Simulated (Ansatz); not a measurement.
ZrSi₂:
```yaml
crystal:
  lattice:
    - [1.82490, -7.24814, 0.00000]
    - [1.82490, 7.24814, 0.00000]
    - [0.00000, 0.00000, 3.63430]
  atoms:
    - { symbol: Si, position: [0.94617, 0.05383, 0.75000] }
    - { symbol: Si, position: [0.05383, 0.94617, 0.25000] }
    - { symbol: Si, position: [0.24988, 0.75012, 0.75000] }
    - { symbol: Si, position: [0.75012, 0.24988, 0.25000] }
    - { symbol: Zr, position: [0.60483, 0.39517, 0.75000] }
    - { symbol: Zr, position: [0.39517, 0.60483, 0.25000] }
```

Relaxed with LDA. Special points in fractions of this cell's reciprocal vectors: Γ (0.000, 0.000, 0.000); Y (-0.500, 0.500, 0.000); C0 (-0.266, 0.734, 0.000); Σ0 (0.266, 0.266, 0.000); Z (0.000, 0.000, 0.500); A0 (0.266, 0.266, 0.500); E0 (-0.266, 0.734, 0.500); T (-0.500, 0.500, 0.500); S (0.000, 0.500, 0.000); R (0.000, 0.500, 0.500).

Task: List the band energies nearest the Fermi level at these points for the program Ansatz at the LDA level (PAW).

Result: In eV from the Fermi level; about four levels below and three above (degenerate sets whole), none deeper than 8.9 eV; points with the same levels are listed once.

| k | below | above |
|---|---|---|
| Γ | -2.52 -2.40 -2.40 -2.32 | 0.04 1.10 1.38 |
| Y | -2.78 -2.73 -1.84 -1.50 | 0.44 1.01 1.17 |
| C0 | -1.61 -1.61 -0.99 -0.69 -0.16 | 1.01 1.18 1.61 |
| Z | -1.99 -1.99 -0.06 -0.06 | 0.21 0.21 1.63 1.63 |
| A0 | -3.22 -3.22 -2.20 -2.20 | 2.18 2.18 3.06 3.06 |
| T | -2.28 -2.28 -0.94 -0.94 | 0.11 0.11 2.36 2.36 |
| S | -1.60 -0.92 -0.51 -0.47 | 1.00 1.01 2.14 |
| R | -3.22 -3.22 -2.18 -2.18 | 2.26 2.26 3.21 3.21 |

Space group Cmcm. Symmetry was held in the LDA relaxation. No spin polarisation was allowed. Scalar-relativistic: spin–orbit coupling is off unless named, which matters more the heavier the elements.

Potentials: the later of the program's two PAW sets.
